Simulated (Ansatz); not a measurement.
In DFT-PBEsol in the program Ansatz with PAW potentials, Os in the diamond structure (Fd-3m) relaxes to a = 5.501 Å. Os has 4 nearest neighbours from 2.38 Å (tetrahedral).

Electronic character: metallic (no gap). Gap from PBEsol with spin–orbit coupling: none (metallic).

The bulk modulus is 223 GPa. The relaxed-ion elastic constants in GPa are C11 = 230, C12 = 221, C44 = 9.3. The elastic constants imply a Debye temperature near 84.6 K. The highest mode at Γ lies at 245 cm⁻¹.

The start of the workflow was typed in or built on a structure type; neither database checked (COD, Materials Project) lists it. It is not the phase usual at ambient conditions (space group No. 194). The cell was relaxed with PBEsol under the symmetry of its start; of distortions, only those at the zone centre were tested. No spin polarisation was allowed. As this level gives no gap, shear constants depend on the k-mesh and smearing (Fermi–Dirac, 0.1 eV here). As this level gives no gap, phonon frequencies hold no LO–TO term and depend on the k-mesh and smearing (Fermi–Dirac, 0.1 eV here). Spin–orbit coupling is left out wherever it is not named.

Potentials: the later of the program's two PAW sets.
